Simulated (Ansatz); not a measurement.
**Cd2S: distorted cells**

Method: DFT PBEsol, scalar-relativistic, plane waves, PAW (Ansatz).

Settings: cutoff 420 eV, Γ-centred mesh 12×12×6 on the computed 3-atom cell, Gaussian smearing of 0.05 eV; no spin polarisation.

Reference cell:

```yaml
crystal:
  lattice:
    - [3.96267, 0.00000, 0.00000]
    - [-1.98134, 3.43177, 0.00000]
    - [0.00000, 0.00000, 5.80919]
  atoms:
    - { symbol: Cd, position: [0.66667, 0.33333, 0.57873] }
    - { symbol: Cd, position: [0.33333, 0.66667, 0.93272] }
    - { symbol: S, position: [0.33333, 0.66667, 0.36571] }
```

Each variant moves atoms of this cell by the vectors given, if any (Å), and then applies a symmetric strain (tensor components, Cartesian axes). The reference cell isn't relaxed at this level. Energies are per atom at zero smearing, counted from the lowest variant. Pressure is positive in compression.

1. strain (xx yy zz yz xz xy, %) 2.16 2.34 0.75 0.27 -0.04 0.34; moves: Cd1 (-0.029, 0.019, -0.088); Cd2 (-0.065, 0.082, 0.155); S3 (0.093, -0.102, -0.068)
2. strain (xx yy zz yz xz xy, %) 2.02 2.02 3.52 0.00 0.00 0.00; moves: Cd1 (0.000, 0.000, 0.004); Cd2 (0.000, 0.000, -0.075); S3 (0.000, 0.000, 0.071)
3. strain (xx yy zz yz xz xy, %) 2.90 -3.11 0.70 -3.46 6.00 -5.20; moves: Cd1 (-0.056, 0.032, 0.062); Cd2 (-0.050, 0.029, 0.000); S3 (0.106, -0.061, -0.062)
4. strain (xx yy zz yz xz xy, %) -0.62 -0.62 -2.12 0.00 0.00 0.00; moves: Cd2 (0.000, 0.000, 0.122); S3 (0.000, 0.000, -0.123)

```tsv
result	ΔE (meV/atom)	P (GPa)	largest force (eV/Å)	gap on mesh (eV)
A	0.0	-3.66	0.53	0
B	51.9	-2.15	1.66	0.15
C	38.5	0.66	2.71	0
D	22.3	-5.13	0.52	0.19
```

Q: Which variant gave which result?

A: A is 3, B is 1, C is 4, D is 2.